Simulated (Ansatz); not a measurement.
# ¹⁷O nuclear quadrupole resonance in Ag₂P₂PbO₇

Cell: an entry of the Crystallography Open Database (COD), its atoms then relaxed with PBE in this cell.

Space group P-1 (No. 2); a = 5.5020, b = 7.0080, c = 10.0180 Å, α = 106.63°, β = 93.89°, γ = 110.68°.

| site | Wyckoff | site symmetry | x | y | z |
| --- | --- | --- | --- | --- | --- |
| Ag1 | 2i | 1 | 0.0876 | 0.7674 | 0.0239 |
| Ag3 | 2i | 1 | 0.6636 | 0.8991 | 0.1998 |
| P5 | 2i | 1 | 0.5090 | 0.6332 | 0.8363 |
| P7 | 2i | 1 | 0.7330 | 0.8482 | 0.6331 |
| Pb | 2i | 1 | 0.1425 | 0.6322 | 0.3727 |
| O11 | 2i | 1 | 0.9750 | 0.7925 | 0.6583 |
| O13 | 2i | 1 | 0.6280 | 0.4589 | 0.8122 |
| O15 | 2i | 1 | 0.6855 | 0.8411 | 0.9557 |
| O17 | 2i | 1 | 0.6245 | 0.8001 | 0.4783 |
| O19 | 2i | 1 | 0.4927 | 0.6904 | 0.6887 |
| O21 | 2i | 1 | 0.2168 | 0.5430 | 0.8501 |
| O23 | 2i | 1 | 0.7806 | 0.0825 | 0.7257 |

One atom of each set is listed.

The numbers come from a DFT calculation in Ansatz (PBE, plane waves and PAW, scalar-relativistic, 420 eV cutoff, Γ-centred 5×4×3 k-points, Fermi–Dirac smearing 0.02 eV).

¹⁷O: I = 5/2, Q = -25.58 mb (year-2017 value). Static lattice, zero field.

(1) At which frequencies do the ¹⁷O NQR lines lie?

Answers

(1) For I = 5/2 and η = 0 the lines are 3|C_Q|/20 and twice that; η pulls their ratio below 2.

| site | atoms | V_zz (10²¹ V/m²) | C_Q (MHz) | η | line frequencies (MHz) |
| --- | --- | --- | --- | --- | --- |
| O11 | 2 | 7.65 | -4.73 | 0.61 | 0.954, 1.33 |
| O13 | 2 | 8.70 | -5.38 | 0.55 | 1.04, 1.53 |
| O15 | 2 | 8.51 | -5.26 | 0.27 | 0.851, 1.56 |
| O17 | 2 | 8.30 | -5.13 | 0.44 | 0.915, 1.49 |
| O19 | 2 | 12.63 | -7.81 | 0.57 | 1.53, 2.22 |
| O21 | 2 | 8.33 | -5.15 | 0.46 | 0.935, 1.49 |
| O23 | 2 | 8.19 | -5.07 | 0.43 | 0.901, 1.47 |

At O11, O13, O15, O17, O21 and O23 V_zz points along its bond to P (within 6°) in each case. At O19 V_zz runs parallel to the line that joins its two neighbours (within 1°).
